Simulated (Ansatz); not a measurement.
VN in space group Pm-3m (No. 221; V on 3c, N on 3d), PBEsol (plane waves, PAW; program Ansatz), all energies at zero smearing, with the estimated change up to a 700 eV cutoff added, with one set of potentials and settings (totals compare only within such a set). Cell of 6 atoms (3 V, 3 N): -9795.363 eV.

```csv
element,reference phase,E (eV/atom)
V,"Im-3m, 1 atoms in the cell",-2885.2974
N,"Pa-3, 8 atoms in the cell",-378.4910
```

Formation energy per atom, worked out: (-9795.363 − 3×(-2885.2974) − 3×(-378.4910))/6 = -0.666 eV/atom (-64 kJ per mol of atoms), at 0 K, without zero-point energy or fitted corrections.

The start of the workflow was typed in or built on a structure type; neither database checked (COD, Materials Project) lists it. It is not the phase usual at ambient conditions (space group No. 225). The PBEsol relaxation kept the symmetry of its start; its stability against distortions is not shown here. Spin order of the final state: ferromagnetic, the only order run, not a proven ground state. No Hubbard U is applied. The references are the lowest solids computed at this level, not always the standard phases (solids in place of the gases).

Potentials: the earlier of the program's two PAW sets. The files were generated under PBE; for other functionals the program regenerates the frozen cores, and for LDA and PBEsol the local potential too.
